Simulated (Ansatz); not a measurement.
A geometry of La2O3 away from equilibrium: the start of the relaxation of a relaxed La2O3 cell with every coordinate shifted by Gaussian noise of σ = 0.3 Å. Method: r2SCAN (plane waves to 500 eV, PAW, scalar-relativistic; Ansatz, a quantum-chemistry and plane-wave program). Γ-centred k-mesh 7×7×4 on the run's cell (coarser than for final values), Fermi–Dirac smearing 0.05 eV.

```xyz
5
Lattice="3.9352 0.0000 0.0000 -1.9676 3.4080 0.0000 0.0000 0.0000 6.1257" Properties=species:S:1:pos:R:3 pbc="T T T"
La     0.0744     2.4408     1.6446
La     1.7430     0.5675     4.7786
O     -0.0252    -0.7376     0.1425
O     -0.2683     2.0990     3.7500
O      2.0074     1.3627     2.2177
```

**Question.** Which atoms carry the largest force, and which way does it point?

**Answer.** 3.89 eV/Å, on O4 (atoms numbered as listed); on O4 its components are (1.17, -1.11, 3.54).

**Question.** What is the pressure?

**Answer.** +8.4 GPa, compression positive.

No spin polarisation in the result.
